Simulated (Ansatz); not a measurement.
**Two states of KVF3**

```
CELL_PARAMETERS angstrom
4.12905 4.12905 0.00000
0.00000 4.12905 4.12905
4.12905 0.00000 4.12905
ATOMIC_POSITIONS crystal
V 0.25000 0.25000 0.25000
V 0.75000 0.75000 0.75000
F 0.00000 0.50000 0.50000
F 0.50000 0.00000 0.00000
F 0.00000 0.50000 0.00000
F 0.50000 0.00000 0.50000
F 0.00000 0.00000 0.50000
F 0.50000 0.50000 0.00000
K 0.00000 0.00000 0.00000
K 0.50000 0.50000 0.50000
```

Method: r2SCAN; PAW, plane waves to 500 eV, 5×5×5 Γ-centred mesh, fermi-dirac occupations (width 0.0344 eV) (Ansatz 0.2.0), atoms fixed.

State A: V1 up, V2 up (collinear spin). State B: V1 up, V2 down (collinear spin).

Question: Compare the two self-consistent states.

Answer: State B is lower by 9.5 meV an atom at zero smearing.

```
state  free energy (meV/atom)  largest moment in a small sphere (μB)  net moment (μB/cell)  gap on mesh (eV)  pressure (GPa)  largest force (eV/Å)
    A                     9.5                                   2.25                  6.00              1.61            -0.1                  0.00
    B                     0.0                                   2.24                  0.00              2.28            -0.6                  0.00
```

Origin: a database entry at a rescaled volume. Caveats: an odd or shifted mesh can miss the band edges, so this level's true gap may be smaller.
